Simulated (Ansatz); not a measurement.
Space group P4mm (No. 99). a = 3.895 Å, b = 3.895 Å, c = 16.382 Å, α = 90.00°, β = 90.00°, γ = 90.00°
```tsv
atom	site	symmetry	x	y	z
Ti	1b	4mm	0.5000	0.5000	0.3762
Ti	1a	4mm	0.0000	0.0000	0.8798
Ti	1a	4mm	0.0000	0.0000	0.1198
Ti	1b	4mm	0.5000	0.5000	0.6165
Ti	1b	4mm	0.5000	0.5000	0.1336
Al	2c	2mm.	0.5000	0.0000	0.0028
Al	2c	2mm.	0.0000	0.5000	0.4981
Al	2c	2mm.	0.0000	0.5000	0.2496
Al	2c	2mm.	0.5000	0.0000	0.7493
Al	1a	4mm	0.0000	0.0000	0.6242
Al	1a	4mm	0.0000	0.0000	0.3739
Al	1b	4mm	0.5000	0.5000	0.8762
```

Equation of state of this Ti5Al11 structure (not necessarily the ground state), with shape and atoms relaxed at each volume where symmetry leaves them free. It has no gap at any of these volumes. Theory: DFT PBEsol, scalar-relativistic, plane waves, PAW in Ansatz 0.2.0.

Cutoff 420 eV; k points 10×10×4 on the computed 16-atom cell (Γ-centred); Gaussian smearing, width 0.10 eV; no spin polarisation.

| V (Å³/atom) | E − E(largest V) (meV/atom) | P (GPa) |
| --- | --- | --- |
| 13.672 | 50.75 | 18.68 |
| 14.138 | 5.03 | 12.90 |
| 14.605 | -25.07 | 7.93 |
| 15.071 | -41.77 | 3.66 |
| 15.537 | -46.93 | -0.01 |
| 16.003 | -42.18 | -3.17 |
| 16.469 | -28.90 | -5.88 |
| 17.090 | 0.00 | -8.91 |

Q: Fit a third-order Birch–Murnaghan equation to E(V).

A: V0 = 15.54 Å³/atom, B0 = 113 GPa, B0' = 4.0.

Cost: 8 runs of about 52 core-minutes in all, on Oxide Virtual Turin-like Processor (Zen 5) (shared hosts).